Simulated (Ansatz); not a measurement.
Relaxed-ion elastic tensor of SiRu2 in space group Pnma (No. 62; Si on 4c, Ru on 4c, Ru on 4c) in GPa (Voigt order), the program Ansatz at the PBEsol level (PAW); density 9.91 g/cm³, 12.86 Å³ per atom.

```tsv
	1	2	3	4	5	6
1	407	199	194	0.0	0.0	0.0
2	199	448	234	0.0	0.0	0.0
3	194	234	463	0.0	0.0	0.0
4	0.0	0.0	0.0	140	0.0	0.0
5	0.0	0.0	0.0	0.0	85.2	0.0
6	0.0	0.0	0.0	0.0	0.0	139
```

Question: Is the crystal mechanically stable?

Answer: Yes: the smallest eigenvalue of C is 85.2 GPa.

Question: Work out the Voigt, Reuss and Hill averages.

Answer: K_V = 286, K_R = 284, K_H = 285; G_V = 119, G_R = 115, G_H = 117 GPa.

Question: Give Young's modulus, Poisson's ratio, Pugh's ratio and the universal anisotropy index.

Answer: E = 9KG/(3K + G) = 308 GPa; ν = 0.32; K/G = 2.44 (ductile by the Pugh limit of 1.75); A_U = 5G_V/G_R + K_V/K_R − 6 = 0.19.

Question: Estimate the sound speeds and the Debye temperature.

Answer: v_l = √((K + 4G/3)/ρ) = 6670 m/s, v_t = √(G/ρ) = 3430 m/s, mean 3840 m/s; Θ = (h/k)(3n/4πV)^(1/3) v_m = 489 K.

Question: How much does each axis shrink under pressure?

Answer: Linear compressibilities β_i = Σ_j S_ij (j = 1 to 3): x 1.5, y 1.1, z 1.0 per TPa.

The workflow started from a Materials Project entry (that database holds measured and hypothetical structures alike); the Crystallography Open Database copy checked does not list it. Its standing as an ambient phase is unchecked. The cell was relaxed with PBEsol under the symmetry of its start; whether a distortion lowers the energy is not shown. The run is not spin-polarised. As this level gives no gap, shear constants depend on the k-mesh and smearing (Fermi–Dirac, 0.1 eV here). On the denser mesh and wider smearing of the elastic run this cell carries a stress of 0.4 GPa.

Potentials: the later of the program's two PAW sets.
